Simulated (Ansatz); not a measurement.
Total density of states per atom from PBEsol in the plane-wave PAW code Ansatz, in 0.25 eV bins, energy from the Fermi level:

```
E (eV) | states/eV/atom
    -7.85 | #### 0.19
    -7.60 | ##### 0.23
    -7.35 | ### 0.16
    -7.10 |  0.00
    -6.85 |  0.00
    -6.60 |  0.00
    -6.35 |  0.01
    -6.10 | ### 0.14
    -5.85 | #### 0.19
    -5.60 | ##### 0.24
    -5.35 | ######## 0.41
    -5.10 | ######## 0.38
    -4.85 | ######## 0.39
    -4.60 | ###### 0.30
    -4.35 | ####### 0.35
    -4.10 | ############ 0.57
    -3.85 | ######### 0.45
    -3.60 | ######### 0.43
    -3.35 | ########## 0.52
    -3.10 | ########### 0.54
    -2.85 | ########### 0.55
    -2.60 | ############ 0.62
    -2.35 | ################# 0.82
    -2.10 | ################# 0.82
    -1.85 | ############################## 1.48
    -1.60 | ########################## 1.28
    -1.35 | ########################## 1.31
    -1.10 | #################### 0.99
    -0.85 | ############## 0.71
    -0.60 | ################ 0.81
    -0.35 | ################## 0.89
    -0.10 | ################### 0.92
     0.15 | ##################### 1.04
     0.40 | ##################### 1.06
     0.65 | ############## 0.70
     0.90 | ######################### 1.25
     1.15 | ################# 0.84
     1.40 | ########## 0.49
     1.65 | ################## 0.89
     1.90 | ####### 0.34
     2.15 | ############# 0.64
     2.40 | ########### 0.53
     2.65 | ########### 0.53
     2.90 | ############ 0.61
     3.15 | ########## 0.51
     3.40 | ########### 0.56
     3.65 | ####### 0.36
     3.90 | ########### 0.52
     4.15 | ########## 0.48
     4.40 | ######## 0.41
     4.65 | ######### 0.43
```

Q: Which of these materials gives this?
A. Fe3Ge2, P-3m1 (Fe on 2d, Fe on 1a, Ge on 2d)
B. Be2C, fluorite or antifluorite type
C. Ge2Pt, Pnnm (Ge on 4g, Pt on 2a)
D. CrGe, P2_13 (Cr on 4a, Ge on 4a)

A: D, CrGe, P2_13 (Cr on 4a, Ge on 4a). Within 0.5 eV of the Fermi level: Cr 3d 92 %, Ge 4p 5 %. Projections are on Löwdin-orthogonalised atomic valence shells; empty p or d shells of many metals are not among them.

The first step of the workflow began from a Materials Project structure, measured or hypothetical; the Crystallography Open Database copy checked does not list it. Whether it is the stable phase at ambient conditions was not checked. The cell was relaxed with PBEsol under the symmetry of its start; whether a distortion lowers the energy is not shown. The final state is ferromagnetic, chosen from 4 collinear starts compared on coarse meshes (ties went to the first, and starts can fall back to one state), not a proven ground state. Scalar-relativistic: spin–orbit coupling is off unless named, which matters more the heavier the elements.

Potentials: the later of the program's two PAW sets.
